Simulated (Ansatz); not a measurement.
Input and command of a calculation in Ansatz (plane waves; scalar-relativistic PAW potentials unless the input names others):

```yaml
crystal:
  lattice:
    - [4.9501592488, 0.0, 0.0]
    - [0.0, 4.9501592488, 0.0]
    - [0.0, 0.0, 4.9501592488]
  atoms:
    - { symbol: Mg, position: [0.5, 0.5, 0.5] }
    - { symbol: Re, position: [0.0, 0.0, 0.0], spin: 4.45 }
    - { symbol: Se, position: [0.0, 0.5, 0.5], spin: -0.28 }
    - { symbol: Se, position: [0.5, 0.0, 0.5], spin: -0.28 }
    - { symbol: Se, position: [0.5, 0.5, 0.0], spin: -0.28 }
basis:
  ecutwfc: "300 eV"
  xc_grid: 3
kpoints:
  mp_grid: { grid: [8, 8, 8] }
hamiltonian:
  xc: pbe
  hubbard: { sites: [{ species: Re, l: d, u_eff: 1.0 }], double_counting: fll }
scf:
  occupations: { method: gaussian, width: 0.1 }
output:
  forces: true
  eigenvalues: true
  stress: true
magnetization:
  spin_polarized: true
```

```bash
ansatz run input.yaml --threads 1 --pin off --max-ram 2560MiB --backend cpu --events-out ev --progress --plain --runs-dir out
```

Abridged log:
```
Warning: basis.ecutwfc = 300 eV is below the records' recommended 420 eV, and the density's cutoff is lower with it unless basis.ecutrho_ratio is high enough to keep the records' density cutoff: compare with a run at a higher cutoff
Basis set: ecut = 300 eV, 1365 PW (Γ), exchange–correlation on 90×90×90 points (27 copies of the dense FFT grid, shifted against one another)
Bands: 47, of which v1, the nominal top of the filled ones, is band 37 counted from 1 (36 counted from 0)
Symmetry: 48 space group operations
k-points: 35 of 512
SCF iter   1: F=—  HF=-29193.326744 eV  |F-HF|=—  |Δ(HF+E_count)|=         —  Δρ=5.17e-2 (↑4.82e-2 ↓5.17e-2) dr2=2.96e0  dr2_m=2.34e0  M=3.734 μB ∫|m|=5.071 μB  β_m=0.30  ethr=3.10e-3  ⟨swp⟩=6.0  Hψ=12734  notcnv=0  defer=18
spin=Collinear: Kerker preconditioning applied to the charge; magnetization (m = ρ↑ − ρ↓) channel mixes plain (no charge-response kernel on spin).
SCF iter   2: F=—  HF=-29193.340861 eV  |F-HF|=—  |Δ(HF+E_count)|=   1.41e-2  Δρ=3.72e-2 (↑3.49e-2 ↓3.72e-2) dr2=2.06e0  dr2_m=1.20e0  M=3.729 μB ∫|m|=5.203 μB  β_m=0.30  ethr=3.10e-3  ⟨swp⟩=2.0  Hψ=4163  notcnv=0  defer=198
SCF iter   3: F=—  HF=-29192.870363 eV  |F-HF|=—  |Δ(HF+E_count)|=   4.70e-1  Δρ=2.46e-2 (↑2.46e-2 ↓2.42e-2) dr2=1.24e-1  dr2_m=6.22e-1  M=3.652 μB ∫|m|=5.320 μB  β_m=0.30  ethr=2.82e-3  ⟨swp⟩=3.1  Hψ=6478  notcnv=0  defer=206
SCF iter   4: F=—  HF=-29192.950551 eV  |F-HF|=—  |Δ(HF+E_count)|=   8.02e-2  Δρ=1.74e-2 (↑1.74e-2 ↓1.72e-2) dr2=6.42e-2  dr2_m=3.20e-1  M=3.643 μB ∫|m|=5.422 μB  β_m=1.00  ethr=1.70e-4  ⟨swp⟩=2.0  Hψ=6688  notcnv=0  defer=273
SCF iter   5: F=—  HF=-29193.087936 eV  |F-HF|=—  |Δ(HF+E_count)|=   1.37e-1  Δρ=2.81e-3 (↑2.72e-3 ↓2.81e-3) dr2=1.04e-2  dr2_m=5.01e-3  M=3.598 μB ∫|m|=5.718 μB  β_m=1.00  ethr=8.79e-5  ⟨swp⟩=2.0  Hψ=6028  notcnv=0  defer=273
SCF iter   6: F=—  HF=-29193.098614 eV  |F-HF|=—  |Δ(HF+E_count)|=   1.07e-2  Δρ=1.65e-3 (↑1.36e-3 ↓1.65e-3) dr2=3.24e-3  dr2_m=1.10e-3  M=3.533 μB ∫|m|=5.857 μB  β_m=1.00  ethr=1.42e-5  ⟨swp⟩=2.0  Hψ=5888  notcnv=0  defer=274
SCF iter   7: F=—  HF=-29193.101875 eV  |F-HF|=—  |Δ(HF+E_count)|=   3.26e-3  Δρ=6.65e-4 (↑5.16e-4 ↓6.65e-4) dr2=4.74e-4  dr2_m=2.87e-4  M=3.491 μB ∫|m|=5.923 μB  β_m=0.30  ethr=4.43e-6  ⟨swp⟩=2.0  Hψ=5548  notcnv=0  defer=276
Mixer restart at iter 7: flushing history
spin-set hold released at iteration 7 (site moments contracting): the magnetisation degrees of freedom join the quasi-Newton model from the next iteration; the mixer history was flushed
SCF iter   8: F=—  HF=-29193.103153 eV  |F-HF|=—  |Δ(HF+E_count)|=   1.28e-3  Δρ=5.37e-4 (↑4.38e-4 ↓5.37e-4) dr2=2.88e-4  dr2_m=2.00e-4  M=3.484 μB ∫|m|=5.931 μB  β_m=0.65  ethr=6.49e-7  ⟨swp⟩=2.1  Hψ=4502  notcnv=0  defer=276
SCF iter   9: F=—  HF=-29193.104780 eV  |F-HF|=—  |Δ(HF+E_count)|=   1.63e-3  Δρ=1.95e-4 (↑1.72e-4 ↓1.95e-4) dr2=3.87e-5  dr2_m=3.21e-5  M=3.458 μB ∫|m|=5.961 μB  β_m=0.81  ethr=3.95e-7  ⟨swp⟩=2.0  Hψ=5510  notcnv=0  defer=276
SCF iter  10: F=—  HF=-29193.104853 eV  |F-HF|=—  |Δ(HF+E_count)|=   7.22e-5  Δρ=1.05e-4 (↑9.98e-5 ↓1.05e-4) dr2=1.16e-5  dr2_m=1.01e-5  M=3.449 μB ∫|m|=5.971 μB  β_m=0.91  ethr=5.30e-8  ⟨swp⟩=2.0  Hψ=4701  notcnv=0  defer=276
SCF iter  11: F=—  HF=-29193.104887 eV  |F-HF|=—  |Δ(HF+E_count)|=   3.46e-5  Δρ=3.84e-5 (↑2.34e-5 ↓3.84e-5) dr2=3.70e-6  dr2_m=7.45e-7  M=3.440 μB ∫|m|=5.981 μB  β_m=0.87  ethr=1.58e-8  ⟨swp⟩=2.0  Hψ=5240  notcnv=0  defer=276
SCF iter  12: F=-29193.104889 eV  HF=-29193.104889 eV  |F-HF|=1.46e-9  |Δ(HF+E_count)|=   1.39e-6  Δρ=4.73e-6 (↑4.73e-6 ↓3.97e-6) dr2=8.53e-8  dr2_m=6.02e-9  M=3.437 μB ∫|m|=5.984 μB  ethr=1.37e-10  ⟨swp⟩=9.4  Hψ=17013  notcnv=0
SCF 1 converged in 12 iterations: F = -29193.104889 eV  dr2 = 8.53e-8
SCF converged after 12 iterations
Magnetization: 3.4369 μB (38.2184 up, 34.7816 down)
Absolute magnetization: 5.9365 μB (∫|ρ↑−ρ↓|, with the PAW one-centre terms)
Spin contamination: 1.1722 ħ² per cell (⟨S²⟩ above its minimum at these occupations)
Per-site moments (μB) at R_I (Å): [(-0.00094881, 1.02097034), (4.30178934, 1.44387010), (-0.26350878, 1.02097034), (-0.26350878, 1.02097034), (-0.26350878, 1.02097034)]
Free energy (F): -29193.104889 eV
Harris-Foulkes:  -29193.104889 eV  (|F-HF|=1.46e-9)
Internal energy: -29193.084046 eV  (E = F + TS)
E sigma→0 (E₀):  -29193.094467 eV
Entropy (-TS):   -0.020843 eV (-4.169 meV/atom)
Fermi energy:    8.260379 eV
--- Forces (eV/Å), atoms counted from 1 ---
  atom   1  Mg     0.00000000     0.00000000     0.00000000
  atom   2  Re     0.00000000     0.00000000     0.00000000
  atom   3  Se     0.00000000     0.00000000     0.00000000
  atom   4  Se     0.00000000     0.00000000     0.00000000
  atom   5  Se     0.00000000     0.00000000     0.00000000
--- Stress (GPa, compression-positive) ---
        1.076637       0.000000       0.000000
        0.000000       1.076637       0.000000
        0.000000       0.000000       1.076637
  P = ⅓ Tr σ = 1.0766 GPa (10.766 kbar)
Occupation matrices written to <dir>
```

Apart from outputs, empty bands and the relaxation, which only the reference makes, the input differs from a reference run on usual settings in basis.xc_grid: not typed → 3; basis.ecutwfc: 420 → "300 eV"; hamiltonian.hubbard: not typed → {"sites": [{"species": "Re", "l": "d", "u_eff": 1.0}], "double_counting": "fll"}. The reference, at the same geometry, ended its own course with pressure -0.03 GPa, largest force 0.000 eV/Å, no gap on the mesh. This run converged in 12 SCF iterations with an energy at zero smearing 112 meV/atom above the reference's (the Hamiltonian itself differs), pressure 1.08 GPa, largest force 0.000 eV/Å, no gap on the mesh. Its cutoff is looser than usual. The Hamiltonian differs as well, so the change in the result can't be put down to that alone.

The run took 24 s on 1 thread of Arm Neoverse V2 (shared host), peak memory 0.56 GiB.